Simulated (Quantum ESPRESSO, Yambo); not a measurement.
Levels of theory for the gap of MgH2

MgH2 (space group Pca2_1, No. 29): one geometry, one set of PBEsol (pw.x of Quantum ESPRESSO, ONCV potentials, no spin-orbit coupling) orbitals, self-energies from Yambo (2×2×2 Γ-centred k mesh, bands 17 to 159 and a 7 Ry block in the screening, 159 bands in G with the Bruneval-Gonze terminator, plasmon pole fitted at 27.2 eV).

The geometry is that of Materials Project entry mp-569051, symmetrised and not relaxed again.

```tsv
level	gap Γ → (0, -0.5, 0) (eV)	direct gap at (0, -0.5, 0) (eV)	rough Yambo cost
PBEsol (Quantum ESPRESSO)	2.08	2.10	–
exchange only (Hartree-Fock self-energy on PBEsol orbitals)	9.50	9.58	about 1/8 (14 states)
static COHSEX@PBEsol	4.57	4.62	about 1/3 (3 states)
G0W0@PBEsol, plasmon pole	3.76	3.80	1 (14 states)
G0W0@PBEsol, multipole fit to 8 frequencies, no terminator	3.74	3.78	within a factor of two (3 states)
G0W0@PBEsol, plasmon pole, no terminator	3.73	3.77	about 1/7 (3 states, screening reused)
```

Bare exchange has no screening and gives the widest gap; static COHSEX screens it but leaves out the frequency dependence, which G0W0 restores.

Costs are rough ratios of core time on shared machines.

Nearest settings tried, and what they do to the gap: 105 bands in W, 105 bands in G: -24 meV; 6 Ry block (183 vectors against 251): -61 meV. Not varied: mesh. So the settings aren't converged at that level. The k mesh is coarse.

The structure is a Materials Project entry; no match was found in the copy of COD used, and its stability was not checked.
